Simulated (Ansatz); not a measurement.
Structures of TaBe: which is lowest?

Plane-wave DFT in Ansatz with scalar-relativistic PAW potentials, cutoff 420 eV, Γ-centred meshes chosen by cell and gap, Gaussian smearing with energies taken to zero width. Every cell was relaxed (cell and atoms) in a run of its own, within the symmetry of its start. Functional: PBE.

Relaxed structures (starts from databases or built by putting these elements on another compound's sites):
A. Fd-3m, 4 atoms in the computed cell, a = 6.133 Å; sites (symmetry × multiplicity) Ta -43m × 8, Be -43m × 8; start: built
B. Pm-3m, 2 atoms in the computed cell, a = 2.993 Å; sites (symmetry × multiplicity) Ta m-3m × 1, Be m-3m × 1; start: built
C. Cmmm, 4 atoms in the computed cell, a = 5.628 Å, b = 6.911 Å, c = 2.765 Å; sites (symmetry × multiplicity) Ta m2m × 4, Be 2mm × 4; start: built

Problem. Rank them by energy. Could pressure change the order?

Solution.
| structure | group | E − E(lowest) (meV/atom) | V (Å³/atom) | gap on mesh (eV) |
| --- | --- | --- | --- | --- |
| C | Cmmm | 0.0 | 13.45 | 0.00 |
| B | Pm-3m | 115 | 13.40 | 0.00 |
| A | Fd-3m | 589 | 14.42 | 0.00 |

C is lowest, 115 meV/atom under B. The two lowest differ in volume by under 3 %, too little for a first-order estimate of what pressure does to that pair (other pairs aren't weighed here); with rigid cells even 3 % in favour of the higher one would need about 46 GPa. Other structures may lie lower than all of these, and vibrations aren't counted.

Spin-orbit coupling is left out, which matters for the bands of heavy elements.